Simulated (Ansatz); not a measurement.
Values for one crystal, relaxed and computed with r²SCAN in the plane-wave PAW code Ansatz; other levels are named.

```yaml
volume_per_atom: 13.98 Å³
band_gap: 8.06 eV (indirect)
smallest_direct_gap_on_the_standard_path: 8.48 eV
hole_effective_mass: 2.4, 2.6, 9.7 mₑ (principal values)
valence_band_maximum: at X
HSE06 gap on the r²SCAN cell: 9.41 eV
Bulk modulus (Birch–Murnaghan fit): 62.5 GPa
```

Pick the material that matches.
A. RbAlF4, P4/mmm (Rb on 1a, Al on 1d, F on 2h, F on 2e)
B. AlGaAs2, R3m (Al on 3a, Ga on 3a, As on 3a, As on 3a)
C. CsNiPdF5, Imma (Pearson symbol oI32)
D. Rb2ScAgCl6, Fm-3m (Rb on 8c, Sc on 4a, Ag on 4b, Cl on 24e)

A, RbAlF4, P4/mmm (Rb on 1a, Al on 1d, F on 2h, F on 2e)

The first step of the workflow began from a Materials Project structure, measured or hypothetical; the Crystallography Open Database files this formula in space group No. 123, but the cells were not matched. Whether it is the stable phase at ambient conditions was not checked. Symmetry was held in the r²SCAN relaxation; whether a distortion lowers the energy is not shown. Spin–orbit coupling is left out wherever it is not named.

Potentials: the later of the program's two PAW sets.
